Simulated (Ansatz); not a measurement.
Input:

GeMo$_{3}$:
```
CELL_PARAMETERS angstrom
      0.00000     3.13671     3.13671
      3.13671     0.00000     3.13671
      3.13671     3.13671     0.00000
ATOMIC_POSITIONS crystal
  Ge 0.00000 0.00000 0.00000
  Mo 0.50000 0.50000 0.50000
  Mo 0.25000 0.25000 0.25000
  Mo 0.75000 0.75000 0.75000
```

This is the PBE-relaxed structure.

**Question.** All from DFT-PBE in the program Ansatz with PAW potentials, unless another level is named. Give the electronic character.

**Answer.** metallic (no gap).

**Question.** Give the density of states at the Fermi level.

**Answer.** 0.89 states/eV per atom (mean over ±0.08 eV).

**Question.** Next, the formation energy from the elements (no fitted shifts)?

**Answer.** 0.11 eV/atom.

Space group Fm-3m. A made-up cell: these elements were put on the sites of a structure type; neither database checked (COD, Materials Project) lists it. Its standing as an ambient phase is unchecked. Symmetry was held in the PBE relaxation; its stability against distortions is not shown here. No spin polarisation was allowed. The references are the lowest solids computed at this level, not always the standard phases. Spin–orbit coupling is left out wherever it is not named.

Potentials: the later of the program's two PAW sets.
